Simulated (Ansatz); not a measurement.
BAs:
```
CELL_PARAMETERS angstrom
      5.92207     0.00000     0.00000
      0.00000     5.92207     0.00000
      0.00000     0.00000     5.92207
ATOMIC_POSITIONS crystal
  B  0.25000 0.00000 0.50000
  B  0.50000 0.25000 0.00000
  B  0.50000 0.75000 0.00000
  B  0.75000 0.00000 0.50000
  B  0.00000 0.50000 0.75000
  B  0.00000 0.50000 0.25000
  As 0.25000 0.50000 0.00000
  As 0.00000 0.25000 0.50000
  As 0.00000 0.75000 0.50000
  As 0.75000 0.50000 0.00000
  As 0.50000 0.00000 0.75000
  As 0.50000 0.00000 0.25000
```

The program Ansatz at the PBE level (PAW) gives a gap of 0.57 eV without spin–orbit coupling, maximum at Γ, minimum on the Γ–X line, 83 % of the way from Γ.

Problem. What happens when spin–orbit coupling is switched on?

Solution. The gap drops by 0.05 eV, to 0.52 eV; maximum at Γ, minimum on the Γ–X line, 83 % of the way from Γ.

Problem. How large is the spin–orbit splitting of the valence top at Γ?

Solution. The fourfold level lies 0.18 eV above the split-off pair.

Problem. Give the electron effective mass with spin–orbit coupling.

Solution. 0.34, 0.34, 0.67 mₑ (principal values).

Problem. Give the hole effective mass with spin–orbit coupling, band 1 of 2 at the edge.

Solution. 1.2 along [100], 0.64 along [110], 0.52 along [111] (mₑ).

Problem. Give the hole effective mass with spin–orbit coupling, band 2 of 2 at the edge.

Solution. 0.20 along [100], 0.23 along [110], 0.25 along [111] (mₑ).

Space group Pm-3n. The start of the workflow was typed in or built on a structure type; neither database checked (COD, Materials Project) lists it. It is not the phase usual at ambient conditions (space group No. 216). The cell was relaxed with PBE under the symmetry of its start; its stability against distortions is not shown here. Its formation energy is positive at this level, so the cell may be metastable or incomplete.

Potentials: the later of the program's two PAW sets.
